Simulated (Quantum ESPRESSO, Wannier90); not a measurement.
## Wannier functions of GaSb (zinc blende)

```xyz
2
Lattice="0.0000 3.0686 3.0686 3.0686 0.0000 3.0686 3.0686 3.0686 0.0000" Properties=species:S:1:pos:R:3 pbc="T T T"
Ga     0.0000     0.0000     0.0000
Sb     1.5343     1.5343     1.5343
```

Structure: Materials Project mp-1156, symmetrised, not relaxed again. COD (Crystallography Open Database) has an entry of this formula and space group (matched by these alone). Level: PBE, no spin polarisation, no spin-orbit coupling; pw.x of Quantum ESPRESSO at 64 Ry with PseudoDojo potentials, 10×10×10 k-points, Wannier90. Density: 10×10×10 mesh, Gaussian smearing 0.01 Ry. Spin-orbit coupling is left out although heavy elements are present.

The plane-wave run has 25 bands and 28 electrons a cell. On the energy scale of pw.x, whose zero is arbitrary, the Fermi level lies at 8.26 eV.

Isolated groups of bands, relative to the Fermi level (bands from 12 on overlap up to the last one computed):

| bands | from (eV) | to (eV) | filling | weight on atomic waves |
|---|---|---|---|---|
| 1–5 | -28.90 | -28.87 | filled | Sb 4d 100 % |
| 6–10 | -15.14 | -15.04 | filled | Ga 3d 100 % |
| 11 | -11.48 | -9.04 | filled | Sb 5s 57 %, Ga 4p 22 %, Ga 4s 15 % |

Input w.win, without the blocks of cell, atoms and k-points (1000 lines):

```
num_bands = 15
num_wann = 8
exclude_bands = 1-10
num_iter = 800
conv_tol = 1.0e-6
conv_window = 4
dis_num_iter = 1000
dis_conv_tol = 1.0e-6
dis_froz_max = 9.76
dis_win_max = 15.85
write_hr = true
write_u_matrices = true
begin projections
Ga: s;p
Sb: s;p
end projections
mp_grid = 10 10 10
```

wannier90.x stops with:
```
dis_windows: Energy window contains fewer states than number of target WFs
```
At some k-point the outer window holds fewer bands than num_wann, so no subspace of that size can be extracted. Mended as below, all else unchanged, the run goes through (Ω_I = 13.5 Å²) and follows the plane-wave bands to 4.0 meV rms (states up to 1.0 eV relative to the Fermi level).
Remove the line dis_win_max = 15.85.
